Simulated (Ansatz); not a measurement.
CuPd (CsCl type)

```
CELL_PARAMETERS angstrom
      5.85952     0.00000     0.00000
      0.00000     2.92976     0.00000
      0.00000     0.00000     2.92976
ATOMIC_POSITIONS crystal
  Cu 0.00000 0.00000 0.00000
  Cu 0.50000 0.00000 0.00000
  Pd 0.25000 0.50000 0.50000
  Pd 0.75000 0.50000 0.50000
```

The atoms are displaced by Q × the pattern below (from a DFPT mode at X = (0.5, 0.0, 0.0), largest move 1; Q in Å), at fixed cell. (q is in reciprocal vectors of the primitive cell; the cell shown is doubled to hold the pattern.)

```tsv
atom	x	y	z
Cu1	1.000	0.000	0.000
Cu2	-1.000	0.000	0.000
```

Atoms not listed stay in place.

Method: LDA (plane waves to 420 eV, PAW, scalar-relativistic; Ansatz, a program for electronic structure). k mesh 8×16×16 (Γ-centred), Fermi-Dirac smearing 0.05 eV. The energy includes the smearing's −TS. With partly filled bands, energies and forces of such displacements shift with the k mesh and the smearing. CuPd is run without spin polarisation. CuPd was relaxed with its symmetry unable to fall. ΔE is measured from the undisplaced structure.

The scan covers Q from -0.180 to 0.180 Å in 13 points.

Problem. Which space group does the distorted structure have?

Solution. P4/mmm (No. 123), lowered from Pm-3m.

Problem. Is this a single well or a double well?

Solution. A single well with its minimum at or next to zero displacement.

Problem. What is the energy change at Q = 0.180 Å?

Solution. 326 meV/cell.

Problem. What harmonic wavenumber does the curvature at Q = 0 give?

Solution. 205 cm⁻¹.

(For displaced atoms, the force is minus the slope of the energy, and its curvature is a force constant, which sets phonon frequencies.)
